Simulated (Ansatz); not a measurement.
ZrPt3:
```
ZrPt3
1.0
    4.02201     0.00000     0.00000
    0.00000     4.02201     0.00000
    0.00000     0.00000     4.02201
Zr Pt
1 3
Direct
  0.00000   0.00000   0.00000
  0.00000   0.50000   0.50000
  0.50000   0.00000   0.50000
  0.50000   0.50000   0.00000
```

Relaxed with r²SCAN. Special points in fractions of this cell's reciprocal vectors: Γ (0.000, 0.000, 0.000); X (0.000, 0.500, 0.000); M (0.500, 0.500, 0.000); R (0.500, 0.500, 0.500).

List the band energies nearest the Fermi level at these points for r²SCAN with spin–orbit coupling (plane waves, PAW; program Ansatz).

In eV from the Fermi level; about four levels below and three above (degenerate sets whole), none deeper than 8.9 eV; points with the same levels are listed once.

| k | below | above |
|---|---|---|
| Γ | -0.53 -0.53 -0.53 -0.53 | 1.01 1.01 1.01 1.01 |
| X | -0.03 -0.03 -0.03 -0.03 | 1.29 1.29 1.51 1.51 |
| M | -2.89 -2.89 -2.55 -2.55 | 0.68 0.68 0.79 0.79 |
| R | -0.83 -0.83 -0.83 -0.83 -0.17 -0.17 | 0.71 0.71 1.66 1.66 1.66 1.66 |

Space group Pm-3m (Cu3Au type). The workflow started from an entry of the Crystallography Open Database (COD). Whether it is the stable phase at ambient conditions was not checked. Symmetry was held in the r²SCAN relaxation; whether a distortion lowers the energy is not shown. No spin polarisation was allowed.

Potentials: the later of the program's two PAW sets.
